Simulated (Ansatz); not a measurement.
## WS2 (2H bulk sites, P6_3/mmc): the band gap by level of theory

What experiment reports for this phase, and the runs try to reproduce:
- lattice constant a: 3.1532 Å (a; X-ray diffraction (literature); literature value; quoted in “Extraordinary room-temperature photoluminescence in WS2 monolayers”, 2012, arxiv:1208.1325)
- lattice constant c: 12.323 Å (c; X-ray diffraction (literature); literature value; quoted in “Extraordinary room-temperature photoluminescence in WS2 monolayers”, 2012, arxiv:1208.1325)

The calculated numbers come from Ansatz 0.2.0. (Simulation; no magnetic order is allowed.)

The cell is WS2 on the sites of the 2H bulk structure (relaxed group P6_3/mmc); cell and atoms were relaxed with r2SCAN+rVV10. It is hexagonal, P6_3/mmc (No. 194); conventional cell a = 3.170 Å, c = 12.491 Å, 18.12 Å³ an atom. W is surrounded by 6 S at 2.41 Å; S is surrounded by 3 W at 2.41 Å.

```cif
data_structure
_symmetry_space_group_name_H-M 'P 1'
_symmetry_Int_Tables_number 1
_cell_length_a 3.1699
_cell_length_b 3.1699
_cell_length_c 12.4912
_cell_angle_alpha 90.000
_cell_angle_beta 90.000
_cell_angle_gamma 120.000
_cell_volume 108.70
loop_
_atom_site_label
_atom_site_type_symbol
_atom_site_fract_x
_atom_site_fract_y
_atom_site_fract_z
_atom_site_occupancy
W1 W 0.66667 0.33333 0.25000 1
W2 W 0.33333 0.66667 0.75000 1
S1 S 0.66667 0.33333 0.62489 1
S2 S 0.33333 0.66667 0.37511 1
S3 S 0.66667 0.33333 0.87511 1
S4 S 0.33333 0.66667 0.12489 1
```

Relaxed lattice by functional, symmetry kept:
```
  functional   k mesh  a (Å)   c (Å)  volume (Å³/atom)
  PBE-D3(BJ)  12×12×2  3.154  12.148             17.44
r2SCAN+rVV10  12×12×2  3.170  12.491             18.12
```

Gaps on the r2SCAN+rVV10 cell, each the least over its mesh and the special points:
```csv
level,k mesh,gap (eV),kind,edges,least direct gap (eV)
PBE,12×12×2,1.05,indirect,Γ → K–Γ (0.50),1.77
PBE+SOC,12×12×2,0.99,indirect,Γ → K–Γ (0.48),1.58
r2SCAN,12×12×2,1.15,indirect,Γ → K–Γ (0.48),1.90
HSE06,6×6×2,1.57,indirect,Γ → K–Γ (0.48),2.26
PBE0,6×6×2,2.23,indirect,Γ → K–Γ (0.48),2.91
```
PBE, PBE+SOC: smearing of 0.02 eV; the others have fixed occupations.
Wave cutoffs: 420 eV, 500 eV (r2SCAN).
Points off the special ones are mesh points or PBE's searched band edges, reused at the other levels.

The HSE06 gap is indirect, 1.57 eV (Γ to K–Γ (0.48 of the way from K)), below the direct gap of 2.26 eV at K. Spin-orbit coupling changes the PBE gap by -0.05 eV, to 0.99 eV.

r2SCAN covers 20 % of the step from PBE to HSE06. Spin-orbit coupling moves the least or the direct gap by up to 0.19 eV, so it has to be included where a tenth of an eV counts. Among these functionals the gap stays indirect.

r2SCAN (ground state on 9×9×2): ε∞: 13.26 along x and y, 5.43 along z. Born charges, averaged over directions: W -0.39, S +0.19 e. The program notes that the ground state's band table doesn't vouch for all the bands that the response reads.

Set against measured values:
- Lattice constant a, measured 3.1532 Å: PBE-D3(BJ) 3.154 (0.0 %), r2SCAN+rVV10 3.170 (+0.5 %).
- Lattice constant c, measured 12.323 Å: PBE-D3(BJ) 12.148 (-1.4 %), r2SCAN+rVV10 12.491 (+1.4 %).
The calculated lattice is static; the measured one holds thermal expansion and zero-point motion. Reports marked as nanostructured, strained, doped, implanted or mixed samples, and transport gaps, were set aside.

Only the levels marked +SOC include spin-orbit coupling.

The meshes of the hybrids are coarse, so their gaps aren't converged to the digits shown.
